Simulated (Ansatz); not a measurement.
Ba2H6Os:
```cif
data_H6Ba2Os
_chemical_formula_sum 'Ba2 H6 Os1'
_space_group_name_H-M_alt 'P 1'
_space_group_IT_number 1
_cell_length_a 5.69671
_cell_length_b 5.69671
_cell_length_c 5.69671
_cell_angle_alpha 60.000
_cell_angle_beta 60.000
_cell_angle_gamma 60.000
loop_
_space_group_symop_operation_xyz
  'x, y, z'
loop_
_atom_site_label
_atom_site_type_symbol
_atom_site_fract_x
_atom_site_fract_y
_atom_site_fract_z
_atom_site_occupancy
Ba1 Ba 0.75000 0.75000 0.75000 1
Ba2 Ba 0.25000 0.25000 0.25000 1
H1 H 0.78500 0.78500 0.21500 1
H2 H 0.21500 0.21500 0.78500 1
H3 H 0.21500 0.78500 0.78500 1
H4 H 0.78500 0.21500 0.21500 1
H5 H 0.78500 0.21500 0.78500 1
H6 H 0.21500 0.78500 0.21500 1
Os1 Os 0.00000 0.00000 0.00000 1
```

Relaxed with r²SCAN. r²SCAN (plane waves, PAW; program Ansatz) gives a gap of 2.25 eV.

What gap does HSE06 give on the same cell (Ansatz, PAW)?

3.10 eV, 0.85 eV more. The hybrid was solved on a coarser mesh and at special points; its gap is the smallest among all of these.

```csv
k,v1 r²SCAN,c1 r²SCAN,v1 HSE06,c1 HSE06
Γ,0.00,3.30,___,___
X,-0.29,2.25,-0.29,3.12
L,-0.21,3.60,___,___
W,-0.27,2.26,-0.28,3.10
K,-0.28,2.33,___,___
```

Top valence (v1) and lowest conduction level (c1) in eV from each method's valence maximum (which need not be a listed point): supply the withheld HSE06 values.


- L, v1 HSE06: -0.21
- L, c1 HSE06: 4.33
- Γ, v1 HSE06: 0.00
- Γ, c1 HSE06: 4.14
- K, v1 HSE06: -0.28
- K, c1 HSE06: 3.17

Cost on shared cores: the r²SCAN run (SCF on a 6×6×6 mesh, then bands and DOS) about 70 core-seconds (a rough figure), the HSE06 run (SCF on 4×4×4, then a few points) around 4 core-minutes (rough); the tasks are unlike.

Space group Fm-3m. The first step of the workflow began from a Materials Project structure, measured or hypothetical; the Crystallography Open Database copy checked does not list it. Whether it is the stable phase at ambient conditions was not checked. The r²SCAN relaxation kept the symmetry of its start; its stability against distortions is not shown here. The run is not spin-polarised. Scalar-relativistic: spin–orbit coupling is off unless named, which matters more the heavier the elements.

Potentials: the later of the program's two PAW sets.
